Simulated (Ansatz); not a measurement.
## Kick test of a cell of Mg3Cd2Te5

The cell was found from a structure generator's guess, not taken from experiment.

These are results of DFT PBE, scalar-relativistic, plane waves, PAW in Ansatz, not measurements. Plane waves to 420 eV, a k mesh through Γ of 6×6×6 on the computed 10-atom cell and Gaussian smearing (0.02 eV); no spin polarisation.

The cell below (10 atoms, space group R3m (No. 160)) is relaxed within its symmetry.

```yaml
crystal:
  lattice:
    - [2.31897, 1.33886, 18.88916]
    - [-2.31897, 1.33886, 18.88916]
    - [0.00000, -2.67772, 18.88916]
  atoms:
    - { symbol: Mg, position: [0.99904, 0.99904, 0.99904] }
    - { symbol: Mg, position: [0.59988, 0.59988, 0.59988] }
    - { symbol: Mg, position: [0.20056, 0.20056, 0.20056] }
    - { symbol: Cd, position: [0.80077, 0.80077, 0.80077] }
    - { symbol: Cd, position: [0.39957, 0.39957, 0.39957] }
    - { symbol: Te, position: [0.64965, 0.64965, 0.64965] }
    - { symbol: Te, position: [0.25038, 0.25038, 0.25038] }
    - { symbol: Te, position: [0.85134, 0.85134, 0.85134] }
    - { symbol: Te, position: [0.45003, 0.45003, 0.45003] }
    - { symbol: Te, position: [0.04878, 0.04878, 0.04878] }
```

For the test it was strained at random (σ = 1.5 % a component), the atoms were moved at random (σ = 0.10 Å), and all was relaxed again on a coarse 4×4×4 mesh (in the run’s order of axes) with 0.10 eV smearing, with no symmetry imposed.

Spin–orbit coupling, which can matter for Te, is left out.

Task: Is the structure stable against such a distortion?

Result: It returns, within 1 meV/atom of the unmoved cell on that mesh and with the same symmetry when read at 0.1 Å (P1 at 0.01 Å, so small strains and shifts remain). No instability shows in this cell; modes of other wave vectors, which need another repeat, aren't tested.
